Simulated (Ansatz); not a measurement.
Cell and atoms are relaxed with the symmetry kept. Start:

```xyz
10
Lattice="3.2208 -5.7226 0.0000 3.2208 5.7226 0.0000 0.0000 0.0000 6.3886" Properties=species:S:1:pos:R:3 pbc="T T T"
Sn    5.3545   -1.4500    5.3032
Sn    1.0872    1.4500    5.3032
Sn    5.3545    1.4500    1.0854
Sn    1.0872   -1.4500    1.0854
Sn    4.3080    1.4500    4.2797
Sn    2.1337   -1.4500    4.2797
Sn    4.3080   -1.4500    2.1089
Sn    2.1337    1.4500    2.1089
Pd    3.2208    0.0000    0.0000
Pd    0.0000    0.0000    3.1943
```

Level of theory: DFT r2SCAN, scalar-relativistic, plane waves, PAW in Ansatz.

Cutoff 500 eV; k points 6×6×6 on the computed 10-atom cell (Γ-centred); Gaussian smearing, width 0.10 eV; no spin polarisation.

Q: What does it relax to?

A: The volume increases by 0.61 Å³/atom to 24.16 Å³/atom, and the energy falls by 3.4 meV/atom. Final structure:
```yaml
crystal:
  lattice:
    - [3.24004, -5.79628, 0.00000]
    - [3.24004, 5.79628, 0.00000]
    - [0.00000, 0.00000, 6.43239]
  atoms:
    - { symbol: Sn, position: [0.95421, 0.70237, 0.83007] }
    - { symbol: Sn, position: [0.04579, 0.29763, 0.83007] }
    - { symbol: Sn, position: [0.70237, 0.95421, 0.16993] }
    - { symbol: Sn, position: [0.29763, 0.04579, 0.16993] }
    - { symbol: Sn, position: [0.54579, 0.79763, 0.66993] }
    - { symbol: Sn, position: [0.45421, 0.20237, 0.66993] }
    - { symbol: Sn, position: [0.79763, 0.54579, 0.33007] }
    - { symbol: Sn, position: [0.20237, 0.45421, 0.33007] }
    - { symbol: Pd, position: [0.50000, 0.50000, 0.00000] }
    - { symbol: Pd, position: [0.00000, 0.00000, 0.50000] }
```

Cost: 1 run of about 33 core-minutes, on AMD EPYC (Zen 3) (shared hosts).